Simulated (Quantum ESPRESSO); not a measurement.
# Where does In sit best among Al sites?

These are calculations, not measurements. They come from pw.x of Quantum ESPRESSO 7.5, a plane-wave density functional program, with PseudoDojo standard norm-conserving files (v0.5 for PBE, v0.4.1 for LDA and PBEsol). The cells are made up: elements, strain and atom displacements were drawn at random, and nothing was relaxed. There is no spin polarisation, spin-orbit coupling or dispersion term.

The cell has 8 sites of a zincblende or diamond lattice. Sites 1 to 4 hold X X X X; sites 5 to 8 hold As S As As. Cell vectors in Å: (5.672, 0.000, 0.000); (0.000, 5.672, 0.000); (0.000, 0.000, 5.672). Settings: PBE, cutoff 1143 eV, 6 x 6 x 6 k mesh shifted by half a step, Fermi-Dirac smearing of 0.1 eV.

In each run one of the sites marked X holds In and the others hold Al; cell and positions stay the same. E is the free energy of the cell.

```
site of the guest,first shell,mean distance (Å),E above the lowest (eV),P (GPa),force on the guest (eV/Å)
1,As3S,2.422,0.483,6.76,1.570
2,As3S,2.481,0.000,5.88,0.623
3,As3S,2.446,0.228,6.29,0.498
4,As3S,2.486,0.056,5.96,2.124
```

A rerun of one of these cells at 1437 eV and k mesh 8 x 8 x 8 moved values by no more than 0.002 eV in the cell's energy, 0.06 GPa in stress and 0.008 eV/Å in force.

## Reading the table

Site 2 is lowest, by 0.056 eV, over three times the rerun's bound. A straight line of energy against the mean distance has a slope of -7.0 ± 1.3 eV/Å, so the guest costs less on the roomier sites. The positions are random and not relaxed, so the differences hold for this frozen cell and are not site preferences of a real crystal.